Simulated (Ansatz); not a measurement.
CdI2:
```xyz
3
Lattice="4.2425 0.0000 0.0000 -2.1212 3.6741 0.0000 0.0000 0.0000 6.8239" Properties=species:S:1:pos:R:3 pbc="T T T"
Cd     0.0000     0.0000     0.0000
I      0.0000     2.4494     1.7297
I      2.1212     1.2247     5.0942
```

Relaxed with PBE+D3(BJ). Special points in fractions of this cell's reciprocal vectors: Γ (0.000, 0.000, 0.000); M (0.500, 0.000, 0.000); K (0.333, 0.333, 0.000); A (0.000, 0.000, 0.500); L (0.500, 0.000, 0.500); H (0.333, 0.333, 0.500).

Question: List the band energies nearest the valence-band maximum at these points for plane-wave PAW PBE+D3(BJ) with spin–orbit coupling (Ansatz code).

Answer: In eV from the valence-band maximum; about four levels below and three above (degenerate sets whole), none deeper than 8.9 eV; points with the same levels are listed once.

| k | below | above |
|---|---|---|
| Γ | -0.18 -0.18 -0.16 -0.16 | 2.12 2.12 4.12 4.12 |
| M | -1.26 -1.26 -0.36 -0.36 | 2.34 2.34 4.63 4.63 |
| K | -1.47 -1.47 -1.39 -1.39 | 2.26 2.26 6.58 6.58 |
| A | -0.43 -0.43 0.00 0.00 | 3.31 3.31 4.16 4.16 |
| L | -1.20 -1.20 -0.53 -0.53 | 2.02 2.02 4.54 4.54 |
| H | -0.70 -0.70 -0.47 -0.47 | 3.09 3.09 5.08 5.08 |

Space group P-3m1 (CdI2 type). The PBE+D3(BJ) relaxation kept the symmetry of its start; phonons on a q-mesh show no instability.

Potentials: the later of the program's two PAW sets.
